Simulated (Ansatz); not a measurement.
Ti3AlC2 (space group P6_3/mmc)

```
CELL_PARAMETERS angstrom
      3.02798     0.00000     0.00000
     -1.51399     2.62231     0.00000
      0.00000     0.00000    18.33287
ATOMIC_POSITIONS crystal
  Ti 0.66667 0.33333 0.37292
  Ti 0.33333 0.66667 0.62708
  Ti 0.33333 0.66667 0.87292
  Ti 0.66667 0.33333 0.12708
  Ti 0.00000 0.00000 0.50000
  Ti 0.00000 0.00000 0.00000
  Al 0.00000 0.00000 0.75000
  Al 0.00000 0.00000 0.25000
  C  0.33333 0.66667 0.43069
  C  0.66667 0.33333 0.56931
  C  0.66667 0.33333 0.93069
  C  0.33333 0.66667 0.06931
```

Calculation: LDA (plane waves to 420 eV, PAW, scalar-relativistic; Ansatz, a first-principles code). DFPT wavenumbers on a 14×14×2 k mesh, in cm⁻¹ and rounded to 5; i marks imaginary ones, q is in fractions of the reciprocal vectors of the cell shown, and the three acoustic modes at Γ are left out. Ti3AlC2 is run without spin polarisation. Ti3AlC2 was relaxed with its symmetry unable to fall.

Problem. Is the structure dynamically stable at Γ?

Solution. No imaginary mode at these points (lowest 75 cm⁻¹ at Γ); other wave vectors were not tested.

Problem. List the wavenumbers at Γ, with degeneracies.

Solution. 
| q | wavenumbers (cm⁻¹) |
|---|---|
| Γ | 75 (×2), 120, 130 (×2), 170 (×2), 190 (×2), 205, 205 (×2), 275, 295, 295 (×2), 295 (×2), 350, 410, 425, 570, 580, 650 (×2), 650 (×2), 655 (×2), 655 (×2), 680, 685 |
